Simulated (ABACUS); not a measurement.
Band structure of Ti (P6/mmm, 3 atoms in the cell; from Materials Project mp-72, lattice scaled a little).

```
CELL_PARAMETERS angstrom
      4.65552     0.00000     0.00000
     -2.32776     4.03180     0.00000
      0.00000     0.00000     2.88079
ATOMIC_POSITIONS crystal
  Ti 0.00000 0.00000 0.00000
  Ti 0.33333 0.66667 0.50000
  Ti 0.66667 0.33333 0.50000
```

Method: PBEsol, PseudoDojo 0.4 standard norm-conserving PBEsol (tails mended) pseudopotentials (plane waves; ABACUS 3.10.1).

Settings: KPT = Gamma 8 8 11 0 0 0; basis_type = pw; dft_functional = PBESOL; ecutwfc = 84 Ry; smearing_method = fd; smearing_sigma = 0.00734986 Ry; potentials = PseudoDojo 0.4 standard norm-conserving PBEsol (tails mended); symmetry = 1; symmetry_prec = 1e-05; ks_solver = dav_subspace; scf_nmax = 100; scf_thr = 1.0e-09 Ry; mixing_type = broyden; mixing_beta = 0.7.

The structure comes from a collection of computed structures, made at another level of theory; the collection holds predicted forms beside known ones. Its lattice was then scaled.

Points are given in units of this cell's reciprocal vectors. Levels in eV from the Fermi level, bands 15 to 22:
```
point                   15     16     17     18     19    20    21    22
-------------------  -----  -----  -----  -----  -----  ----  ----  ----
Γ (0 0 0)            -0.67  -0.67  -0.58  -0.58  -0.03  0.67  1.26  1.26
M (0.5 0 0)          -2.48  -0.34  -0.33  -0.30   0.11  0.53  0.98  1.02
K (0.333 0.333 0)    -3.09  -0.23  -0.23  -0.11   0.14  0.36  0.36  1.50
A (0 0 0.5)          -1.90  -1.73  -1.48  -1.48   1.03  1.03  1.18  1.18
L (0.5 0 0.5)        -1.55  -1.04  -0.66  -0.58   0.39  0.80  0.81  0.99
H (0.333 0.333 0.5)  -1.35  -1.04  -1.04  -0.88   0.65  0.65  0.78  0.78
```

1 band crosses the Fermi level along this path, so the cell has no gap at this level.

The Fermi level comes from the SCF mesh, which can miss band crossings, so its place against them is uncertain.

“Tails mended”: in these copies of the files the far tail of each local potential was reset to the Coulomb form.
